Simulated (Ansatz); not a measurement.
Rh (Fm-3m); total moment held at 0.2 μB.

```
Rh
1.0
     0.00000    1.89785    1.89785
     1.89785    0.00000    1.89785
     1.89785    1.89785    0.00000
Rh
1
Direct
  0.00000 0.00000 0.00000
```

The source of the geometry is a measured structure from COD (the entry's cell lengths or inner coordinates differ somewhat from later room-temperature determinations); atoms and cell stay fixed.

Settings: LDA, 15×15×15 k mesh, Fermi–Dirac smearing of 0.05 eV. PAW means Ansatz 0.2.0 on its default frozen-core files. Site moments are integrated in spheres about the atoms. Start moments (μB): Rh 0.2.

The self-consistent cycle went as follows.

```json
{"iteration": "1", "Harris–Foulkes energy less the last (meV)": "-645.667", "density residual (eV)": "2.1e+00", "M (μB)": "0.2000", "∫|m| (μB)": "0.2001"}
{"iteration": "2", "Harris–Foulkes energy less the last (meV)": "-48.587", "density residual (eV)": "1.5e-01", "M (μB)": "0.2000", "∫|m| (μB)": "0.2001"}
{"iteration": "3", "Harris–Foulkes energy less the last (meV)": "-5.540", "density residual (eV)": "1.3e-02", "M (μB)": "0.2000", "∫|m| (μB)": "0.2002"}
{"iteration": "4", "Harris–Foulkes energy less the last (meV)": "-0.007", "density residual (eV)": "5.2e-05", "M (μB)": "0.2000", "∫|m| (μB)": "0.2004"}
{"iteration": "5", "Harris–Foulkes energy less the last (meV)": "0.000", "density residual (eV)": "1.4e-06", "M (μB)": "0.2000", "∫|m| (μB)": "0.2004"}
{"iteration": "6", "Harris–Foulkes energy less the last (meV)": "0.000", "density residual (eV)": "3.7e-08", "M (μB)": "0.2000", "∫|m| (μB)": "0.2004"}
{"iteration": "7", "Harris–Foulkes energy less the last (meV)": "0.000", "density residual (eV)": "3.7e-10", "M (μB)": "0.2000", "∫|m| (μB)": "0.2005"}
{"iteration": "8", "Harris–Foulkes energy less the last (meV)": "0.000", "density residual (eV)": "9.2e-12", "M (μB)": "0.2000", "∫|m| (μB)": "0.2005"}
```

Site moments (μB): Rh 0.19. Cell moment 0.20 μB.

The PAW files were made with PBE; the program remakes their cores once for the run's functional and then keeps them frozen. The Ansatz runs typed with the search for lower states off end where their start leads. These are results for the start and cell typed. The real compound can order otherwise, in a larger cell, or not at all, since semilocal functionals at zero temperature often overstate magnetism.
